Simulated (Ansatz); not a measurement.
Before relaxation, Co put at a hollow Sc-Sc-Sc site (Sc, Fm-3m (No. 225), (1 1 1) face):

```
CELL_PARAMETERS angstrom
3.21868 0.00000 0.00000
-1.60934 2.78746 0.00000
0.00000 0.00000 24.25609
ATOMIC_POSITIONS crystal
Sc 0.66667 0.33333 0.35043
Sc 0.33333 0.66667 0.45572
Sc 0.00000 0.00000 0.56083
Co 0.33333 0.66667 0.65647
```

Theory: DFT PBEsol, scalar-relativistic, plane waves, PAW (Ansatz). Plane waves to 420 eV, a k mesh through Γ of 9×9×1 on the computed 4-atom cell and Gaussian smearing (0.10 eV); collinear spin from starting moments 0 0 0 3 μB. The cell repeats along c with a dipole correction in the vacuum.

Atoms 1 (counted from 1) are held. The cell is fixed. Force threshold 0.03 eV/Å.

Q: Where does it end?

A: The energy falls by 0.786 eV in 5 steps, to:

```xyz
4
Lattice="3.2187 0.0000 0.0000 -1.6093 2.7875 0.0000 0.0000 0.0000 24.2561" Properties=species:S:1:pos:R:3 pbc="T T T"
Sc    1.6093    0.9292    8.5000
Sc    0.0000    1.8583   11.0029
Sc    0.0000    0.0000   13.8657
Co    0.0000    1.8583   15.5198
```

The end is the local minimum or symmetric point that this start leads to. The slab is only 5.3 Å thick, so the energy isn't converged with thickness.

The reference crystal is the fcc form of Sc, which isn't its usual structure.